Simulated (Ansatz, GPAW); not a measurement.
This is a calculation of TiPd2 for Ansatz 0.2.0. The cell comes from a database or a generator and needn't be the stable form of this composition.

input.yaml

```yaml
crystal:
  lattice:
    - [-1.54623163, 1.70745576, 4.32556082]
    - [1.54623163, -1.70745576, 4.32556082]
    - [1.54623163, 1.70745576, -4.32556082]
  atoms:
    - { symbol: Pd, position: [0.34234387, 0.34234387, 0.0] }
    - { symbol: Pd, position: [0.65765613, 0.65765613, 0.0] }
    - { symbol: Ti, position: [0.0, 0.0, 0.0] }
kpoints:
  mp_grid: { grid: [11, 11, 11] }
scf:
  occupations: { method: fermi_dirac, width: 0.05 }
hamiltonian:
  xc: pbesol
  pseudopotentials: { kind: all_electron, lapw: { basis_error: 0.001 } }
output:
  forces: true
  stress: true
  eigenvalues: true
  populations: true
```

Potentials or basis: all-electron LAPW, scalar-relativistic.

Command:

```sh
$ ansatz run input.yaml --threads 2 --pin off --max-ram 8192MiB --backend cpu --events-out ev --progress --plain --runs-dir out
```

Problem. Set up the same calculation for GPAW 26.7.0 (ASE script). Potentials or basis there: PAW data sets generated for this functional, cutoff 600 eV.

Solution. As run (cutoffs and basis follow the program's own potentials, and thresholds, step limits or extra output files can differ):

Contents of run.py:

```python
from ase import Atoms
from ase.dft.bandgap import bandgap
from ase.io import write
from ase.units import Bohr, GPa
from gpaw import GPAW, PW, setup_paths
from gpaw.elf import elf_from_dft_calculation

setup_paths.insert(0, '.')

atoms = Atoms(['Pd', 'Pd', 'Ti'],
              cell=[[-1.54623163, 1.70745576, 4.32556082],
                    [1.54623163, -1.70745576, 4.32556082],
                    [1.54623163, 1.70745576, -4.32556082]],
              scaled_positions=[[0.34234387, 0.34234387, 0.0],
                                [0.65765613, 0.65765613, 0.0],
                                [0.0, 0.0, 0.0]],
              pbc=True)

calc = GPAW(mode=PW(600),
            xc='PBEsol',
            kpts={'size': (11, 11, 11), 'gamma': True},
            occupations={'name': 'fermi-dirac', 'width': 0.05},
            nbands=39,
            convergence={'density': 1e-05, 'energy': 1e-05},
            maxiter=150,
            txt='gpaw.txt')
atoms.calc = calc
energy = atoms.get_potential_energy()
forces = atoms.get_forces()
stress = atoms.get_stress()
calc.write('gs.gpw')
write('result.traj', atoms)
print(f'Energy: {energy:.6f} eV')
print('Forces (eV/A):')
print(forces.round(4))
print('Stress (GPa):', (stress / GPa).round(3))
print('Fermi level:', round(calc.get_fermi_level(), 4), 'eV')
print(f'Gap: {bandgap(calc)[0]:.4f} eV, direct: {bandgap(calc, direct=True)[0]:.4f} eV')

# fields on the real-space grid
write('density.cube', atoms, data=calc.get_pseudo_density() * Bohr**3)
write('potential.cube', atoms, data=calc.get_electrostatic_potential())
write('elf.cube', atoms, data=elf_from_dft_calculation(calc).data)
```

Potentials or basis: PAW data sets generated in the run's folder for this functional, pw.

Launch:

```bash
$ gpaw-setup -f PBEsol Pd Ti
$ OMP_NUM_THREADS=1 python run.py
```

Both were run:

|  | Ansatz | GPAW |
| --- | --- | --- |
| Pressure | -4.2 GPa | -3.9 GPa |

Where Ansatz's input types no cutoff or centring, it takes its own default and a Γ-centred mesh.

Pressure is positive in compression.
